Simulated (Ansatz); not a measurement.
## Magnetic orders of MoS

The calculation used DFT r2SCAN+U, scalar-relativistic, plane waves, PAW (Ansatz 0.2.0).

```xyz
2
Lattice="0.0000 2.7339 2.7339 2.7339 0.0000 2.7339 2.7339 2.7339 0.0000" Properties=species:S:1:pos:R:3 pbc="T T T"
Mo    0.0000    0.0000    0.0000
S     2.7339    2.7339    2.7339
```

| Property | Result |
| --- | --- |
| plane-wave cutoff | 500 eV |
| Γ-centred k-mesh | 14×14×14 |
| occupation rule | Gaussian smearing, 0.1 eV |
| U_eff on Löwdin-orthogonalised atomic d orbitals | Mo 4.38 eV |
| list of starting moments (μB, in atom order) | 2 0 |
| check for lower electronic states after the SCF | on |

Each order was relaxed in cell and atoms. A propagation vector, in units of the reciprocal vectors, doubles the cell, which takes an equally dense mesh. r2SCAN tends to overstate moments in metals. Site moments are spin moments in atom-centred spheres that scale with the neighbour distance. The states are those that the runs reached from these starts; a lower one can exist.

**Question.** Order the starts by the energy of the state that they reach, lowest first.
A. no spin
B. antiferromagnetic, doubled cell, propagation vector (0, 1/2, 1/2)
C. ferromagnetic

**Answer.** B (0.00 meV/atom), C (40.0 meV/atom), A (1538 meV/atom).

```json
{"start": "no spin", "ends": "non-magnetic", "energy above lowest (meV/atom)": "1538", "site moments (μB)": "none over 0.05", "gap on mesh (eV)": "metal", "volume (Å³/atom)": "16.08"}
{"start": "ferromagnetic", "ends": "ferromagnetic", "energy above lowest (meV/atom)": "40.0", "site moments (μB)": "Mo +3.25, S -0.13", "gap on mesh (eV)": "metal", "volume (Å³/atom)": "20.43"}
{"start": "antiferromagnetic, doubled cell, propagation vector (0, 1/2, 1/2)", "ends": "antiferromagnetic", "energy above lowest (meV/atom)": "0.00", "site moments (μB)": "Mo +3.16, Mo -3.16", "gap on mesh (eV)": "metal", "volume (Å³/atom)": "19.95"}
```

Cost: 3 runs of about 13 core-minutes in all, on Intel Xeon Processor @ 2.50GHz (Skylake/Cascade Lake) (shared hosts).